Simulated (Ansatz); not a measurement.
HgTe (zinc blende): values from a third-order Birch-Murnaghan fit to a volume scan beside measured ones. Computed values: r2SCAN (plane waves to 500 eV, PAW, scalar-relativistic; Ansatz, an electronic-structure program). At this level the bands of HgTe touch or barely overlap. HgTe was relaxed with its symmetry unable to fall. Spin-orbit coupling is left out, though Hg and Te are heavy.

| quantity | reference | kind |
|---|---|---|
| Lattice constant a (Å) | 6.46 | measured, room temperature or unstated |
| Bulk modulus B₀ (GPa) | 42.3 | measured, room temperature or unstated |

References as given in: R. J. Cava, Huiwen Ji, M. K. Fuccillo et al., Journal of Materials Chemistry C (2013), arXiv:1302.1059; Cormac Toher, Corey Oses, Jose J. Plata et al., Physical Review Materials (2017), arXiv:1611.05714. Values not taken to low temperature hold thermal and zero-point shifts that a static calculation lacks, so small differences there are no errors of the method.

Question: What does r2SCAN give, and how far is that from the reference?

Answer: 
```
quantity                r2SCAN  difference
----------------------  ------  ----------
Lattice constant a (Å)   6.573      +1.7 %
Bulk modulus B₀ (GPa)     40.0      -5.4 %
```



(A scan under strain: stresses follow from slopes of the energy per volume, elastic moduli from its curvatures.)
